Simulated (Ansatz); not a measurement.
The start is a relaxed PtSe2 cell shaken by Gaussian noise of σ = 0.08 Å a coordinate. The structure is fully relaxed (lattice and positions, P = 0) with r2SCAN (plane waves to 500 eV, PAW, scalar-relativistic; Ansatz, an electronic-structure program). The first steps use a coarse 4×4×4 k-mesh.

Starting cell:
```
CELL_PARAMETERS angstrom
      6.38062     0.00000     0.00000
     -3.19031     5.52578     0.00000
      0.00000     0.00000     5.60769
ATOMIC_POSITIONS crystal
  Se 0.28240 0.99334 0.00346
  Se 0.99215 0.29755 0.99966
  Se 0.71086 0.66568 0.00497
  Se 0.63725 0.99938 0.50045
  Se 0.01052 0.64838 0.51855
  Se 0.37149 0.37187 0.48687
  Pt 0.00795 0.01128 0.50273
  Pt 0.33917 0.68375 0.77717
  Pt 0.65479 0.32303 0.19275
```

Task: What symmetry does the relaxed structure have?

Result: The space group stays P1 (No. 1), with 9 atoms in the primitive cell.

Task: How does the volume change?

Result: -1.3 %, from 21.97 to 21.68 Å³/atom.

Task: How do the shortest distances between atoms change?

Result: The closest pairs of elements (up to four, under 3.6 Å), start → end: Pt–Se 2.29 → 2.42 Å; Se–Se 3.17 → 2.78 Å.

Task: Is the relaxed structure metallic? Give its gap.

Result: Zero (metallic).

Task: Write out the relaxed structure.

Result: 
```xyz
9
Lattice="5.3939 0.0000 0.0000 -0.7209 6.1326 0.0000 -0.8008 -2.5853 5.8995" Properties=species:S:1:pos:R:3 pbc="T T T"
Se     4.6882     4.1286     0.3528
Se     4.7856     1.2814     1.9670
Se     4.0810     4.1575     4.1428
Se     1.9289    -0.3788     5.6644
Se     1.3402     2.5354     3.7752
Se     1.5511     5.1283     1.6296
Pt     2.3580     3.5149     5.8620
Pt     0.3037     0.2790     3.9900
Pt     3.0829     3.1623     2.0795
```

Final values are on a 9×8×8 k-mesh of the relaxed cell. No spin polarisation in the result.

The relaxed structure here is a generated cell of PtSe2: the first start was made by placing the elements on the sites of a structure type, and the end was not matched to a known phase here, so it may be hypothetical. Known forms of PtSe2 include space group No. 164.
